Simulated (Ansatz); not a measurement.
Here is the system:

LaGa3Cu:
```yaml
crystal:
  lattice:
    - [-2.12368, 2.12368, 5.27486]
    - [2.12368, -2.12368, 5.27486]
    - [2.12368, 2.12368, -5.27486]
  atoms:
    - { symbol: La, position: [0.00000, 0.00000, 0.00000] }
    - { symbol: Ga, position: [0.61958, 0.61958, 0.00000] }
    - { symbol: Ga, position: [0.38042, 0.38042, 0.00000] }
    - { symbol: Ga, position: [0.75000, 0.25000, 0.50000] }
    - { symbol: Cu, position: [0.25000, 0.75000, 0.50000] }
```

This is the r²SCAN-relaxed structure.

**Question.** All from plane-wave PAW r²SCAN (Ansatz code), unless another level is named. Estimate the formation energy from the elements (no fitted shifts).

**Answer.** -0.59 eV/atom.

**Question.** Predict the density of states at the Fermi level.

**Answer.** 0.27 states/eV per atom (mean over ±0.08 eV).

Space group I-4m2. The workflow started from a Materials Project entry (that database holds measured and hypothetical structures alike); the Crystallography Open Database copy checked does not list it. COD files the formula under space group No. 107, so this cell is another polymorph or a model. With Ga and Cu taken as one species the cell has the higher symmetry I4/mmm, so it may be an ordered model of a mixed-site phase. Whether it is the stable phase at ambient conditions was not checked. The r²SCAN relaxation kept the symmetry of its start; whether a distortion lowers the energy is not shown. The run is not spin-polarised. The references are the lowest solids computed at this level, not always the standard phases. Spin–orbit coupling is left out wherever it is not named.

Potentials: the later of the program's two PAW sets.
